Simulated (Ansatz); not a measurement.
# Computed properties of VPt$_{3}$

VPt3:
```yaml
crystal:
  lattice:
    - [1.37305, 0.79273, 9.03050]
    - [-1.37305, 0.79273, 9.03050]
    - [0.00000, -1.58546, 9.03050]
  atoms:
    - { symbol: V, position: [0.00000, 0.00000, 0.00000] }
    - { symbol: Pt, position: [0.25617, 0.25617, 0.25617] }
    - { symbol: Pt, position: [0.74383, 0.74383, 0.74383] }
    - { symbol: Pt, position: [0.50000, 0.50000, 0.50000] }
```

Space group R-3m (No. 166); conventional cell a = b = 2.7461 Å, c = 27.0915 Å, α = β = 90.00°, γ = 120.00°.

Method: r²SCAN in the plane-wave PAW code Ansatz. Geometry: relaxed at this level of theory. Other levels are named where they apply.

**Cell and energy**

```json
{
 "volume_per_atom": "14.74 Å³",
 "density": "17.91 g/cm³",
 "Formation energy from the elements (no fitted shifts)": "-0.35 eV/atom"
}
```

**Electronic structure**

```json
{
  "electronic_character": "metallic (no gap)",
  "Density of states at the Fermi level": "0.81 states/eV per atom (mean over ±0.08 eV)",
  "Gap with spin–orbit coupling": "none (metallic)"
}
```

**Mechanics**

```json
{
  "Bulk modulus (Birch–Murnaghan fit)": "250 GPa",
  "Pressure derivative B′": "5.6"
}
```

**Charges**

```json
{
  "bader_charges": "V +1.03, Pt -0.45 to -0.12 e"
}
```

The workflow started from a Materials Project entry (that database holds measured and hypothetical structures alike); the Crystallography Open Database copy checked does not list it. COD files the formula under space group No. 139, 221. Its standing as an ambient phase is unchecked. Symmetry was held in the r²SCAN relaxation; whether a distortion lowers the energy is not shown. The run is not spin-polarised. Axis ratios of metals converge slowly with the k-mesh, so a and c are less sure than the volume. The references are the lowest solids computed at this level, not always the standard phases. Scalar-relativistic: spin–orbit coupling is off unless named, which matters more the heavier the elements.

Potentials: the later of the program's two PAW sets.
